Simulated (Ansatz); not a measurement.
GeOs:
```
GeOs
1.0
    3.48701     0.00000     0.00000
   -1.74351     3.01984     0.00000
    0.00000     0.00000     2.96432
Os Ge
1 1
Direct
  0.00000   0.00000   0.00000
  0.66667   0.33333   0.50000
```

Relaxed with PBEsol. Special points in fractions of this cell's reciprocal vectors: Γ (0.000, 0.000, 0.000); M (0.500, 0.000, 0.000); K (0.333, 0.333, 0.000); A (0.000, 0.000, 0.500); L (0.500, 0.000, 0.500); H (0.333, 0.333, 0.500).

List the band energies nearest the Fermi level at these points for PBEsol with spin–orbit coupling (plane waves, PAW; program Ansatz).

In eV from the Fermi level; about four levels below and three above (degenerate sets whole), none deeper than 8.9 eV; points with the same levels are listed once.

| k | below | above |
|---|---|---|
| Γ | -0.60 -0.60 -0.16 -0.16 | 3.62 3.62 5.21 5.21 |
| M | -1.29 -1.29 -0.55 -0.55 | 0.02 0.02 0.79 0.79 |
| K | -0.98 -0.91 -0.89 -0.45 | 0.26 0.84 9.22 |
| A | -2.29 -2.29 -1.71 -1.71 | 2.06 2.06 4.95 4.95 |
| L | -1.01 -1.01 -0.26 -0.26 | 0.61 0.61 3.51 3.51 |
| H | -1.79 -1.35 -0.11 -0.05 | 2.51 2.55 2.97 |

Space group P-6m2. The cell is a constructed one: a structure type filled with these elements; neither database checked (COD, Materials Project) lists it. Whether it is the stable phase at ambient conditions was not checked. The cell keeps a stress of up to 0.2 GPa. The PBEsol relaxation kept the symmetry of its start. At this level the phase is mechanically unstable. No spin polarisation was allowed.

Potentials: the earlier of the program's two PAW sets. The files were generated under PBE; for other functionals the program regenerates the frozen cores, and for LDA and PBEsol the local potential too.
